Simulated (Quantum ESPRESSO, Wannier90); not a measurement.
MoP (P-6m2), plane waves to Wannier functions

```xyz
2
Lattice="3.2348 0.0000 0.0000 -1.6174 2.8014 0.0000 0.0000 0.0000 3.1823" Properties=species:S:1:pos:R:3 pbc="T T T"
Mo     0.0000     0.0000     0.0000
P      1.6174    -0.9338     1.5911
```

Cell from Materials Project (mp-219), symmetrised, no further relaxation. COD (Crystallography Open Database) has an entry of this formula and space group (matched by these alone). Computed values, not measurements, from PBEsol: Quantum ESPRESSO (norm-conserving PseudoDojo potentials, cutoff 64 Ry, spinors with spin-orbit coupling) on a Γ-centred 6×6×6 mesh, then Wannier90. Density: 12×12×10 mesh, cold smearing 0.01 Ry.

A tight-binding model is made by disentanglement and projection with no localisation steps (num_iter = 0), so the 26 orbitals stay atom-like: hydrogen-like Mo: s;p;d; P: s;p, axes along x, y, z; frozen window up to 3.00 eV relative to the Fermi level. It follows pw.x to 6.6 meV rms for states up to 1.0 eV relative to the Fermi level. Matrix elements depend on this choice of orbitals and windows.

Task: What are the on-site energies relative to the Fermi level, and how fast do the hoppings decay?

Result: 
```csv
atom,orbitals,energy (eV)
Mo1,s↑ s↓,5.26
Mo1,pz↑ pz↓,9.84
Mo1,px↑ px↓ py↑ py↓,10.00
Mo1,dz2↑ dz2↓,-0.55
Mo1,dxz↑ dxz↓ dyz↑ dyz↓ dx2-y2↑ dx2-y2↓ dxy↑ dxy↓,-0.40
P2,s↑ s↓,-6.73
P2,pz↑ pz↓,1.74
P2,px↑ px↓ py↑ py↓,0.64
```

| distance of the centres (Å) | largest modulus (eV) |
|---|---|
| 2–3 | 1.9 |
| 3–4 | 1.6 |
| 4–5 | 0.49 |
| 5–6 | 0.16 |
| 6–7 | 0.18 |
| 7–8 | 0.041 |
